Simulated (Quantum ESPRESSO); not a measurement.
# MoCuAl6: a guest atom moved from site to site

A calculation, not a measurement. The program is pw.x of Quantum ESPRESSO 7.5 (plane-wave density functional theory). The cell is made up: eight metal atoms on a hexagonal close-packed lattice, with elements, volume, strain and displacements drawn at random and not relaxed, so it may be unstable or far from any real phase. PseudoDojo standard norm-conserving files set the functional (PBE unless stated); there is no spin polarisation or spin-orbit coupling, the Fermi-Dirac width of 0.25 eV means electrons at about 2900 K, and the masses in the input are unused placeholders. The copper pseudopotential is less sure than most, with forces differing by about three percent and pressure by about two GPa from a second method on plain copper. A spin test at this wide smearing found no moment, but such smearing suppresses magnetism that the real alloy may have.

The runs move one Cu atom among sites that otherwise hold Al. Cell, positions, cutoff, mesh and smearing stay as in the input of run 1; sites are counted in its order. Stress in the tables is positive in tension.

Input of run 1:

```
&control calculation='scf', pseudo_dir='./dojo.nc.sr.pbe.v0_5.standard.upf', outdir='./o', disk_io='minimal', tprnfor=.true., tstress=.true. /
&system ibrav=0, nat=8, ntyp=3, nbnd=35, ecutwfc=92.02030273, nosym=.true., tot_charge=0,
 occupations='smearing', smearing='fd', degauss=0.0183746611
/
&electrons conv_thr=1.470e-08, electron_maxstep=70, mixing_beta=0.5 /
ATOMIC_SPECIES
Al 1.0 Al.upf
Cu 1.0 Cu.upf
Mo 1.0 Mo.upf
CELL_PARAMETERS angstrom
0.0 0.0 4.6233
5.5381 0.0 0.0
-2.769 4.7961 0.0
ATOMIC_POSITIONS angstrom
Mo -0.0326 -0.0218 0.0061
Cu -1.4024 2.4814 0.0222
Al 2.8346 0.0661 0.0511
Al 1.3704 2.3849 -0.0506
Al -0.0084 1.5179 2.3282
Al -1.4085 4.0125 2.2332
Al 2.8186 1.58 2.3424
Al 1.3487 3.9141 2.3832
K_POINTS automatic
6 6 6 1 1 1
```

```
run  elements on sites 1 to 8  free energy less that of run 1 (eV)  -TS (eV)  pressure (GPa)  stress xx (GPa)  stress yy (GPa)  stress zz (GPa)  stress yz (GPa)  stress xz (GPa)  stress xy (GPa)  iterations
  1   Mo Cu Al Al Al Al Al Al                                0.000    -0.619           -0.22             1.62            -2.04             1.08             0.27             0.28             3.74          14
  2   Mo Al Al Cu Al Al Al Al                               -0.002    -0.620           -0.28             2.00            -2.32             1.17            -0.43             0.19            -3.37          14
  3   Mo Al Al Al Al Cu Al Al                                0.027    -0.739           -0.21             1.03             2.36            -2.77             0.10            -0.21             1.95          15
  4   Mo Al Al Al Al Al Cu Al                               -0.307    -0.627           -0.68             2.26             1.74            -1.96             0.08             0.08             0.33          14
```

Forces Fx Fy Fz (eV/Å):

| site | run 1 | run 2 | run 3 | run 4 |
| --- | --- | --- | --- | --- |
| 1 | 0.18 0.26 -0.08 | 0.37 0.35 -0.05 | -0.31 0.64 -0.04 | 0.31 0.33 -0.06 |
| 2 | 0.10 -0.38 -0.04 | 0.30 -0.43 -0.21 | 0.23 -0.07 -0.05 | -0.03 -0.57 -0.23 |
| 3 | -0.46 -0.28 -0.15 | -0.52 -0.27 -0.14 | -0.71 -0.37 0.01 | -0.48 0.09 -0.10 |
| 4 | -0.12 -0.15 0.49 | 0.03 -0.16 0.09 | 0.12 -0.24 0.46 | 0.18 -0.28 0.38 |
| 5 | -0.19 0.32 -0.15 | 0.18 0.34 -0.08 | 0.23 -0.16 -0.14 | -0.19 0.13 -0.15 |
| 6 | 0.09 -0.40 0.49 | -0.04 -0.01 0.68 | 0.44 -0.26 0.37 | -0.04 -0.04 0.72 |
| 7 | 0.12 0.24 -0.04 | -0.48 0.20 0.03 | -0.37 0.15 -0.07 | -0.03 -0.01 0.00 |
| 8 | 0.28 0.38 -0.53 | 0.17 -0.02 -0.32 | 0.38 0.31 -0.53 | 0.28 0.35 -0.56 |

The sites are displaced and not relaxed, so the energy differences mix bonding between neighbours with strain and are not ordering energies. A rerun of one cell of this series at a higher cutoff and on a denser mesh moved values by no more than 0.002 eV in energy, 0.23 GPa in stress and 0.005 eV/Å in force, and a second program with other atomic files agreed on that cell to 2 % rms in force and 0.5 GPa in pressure.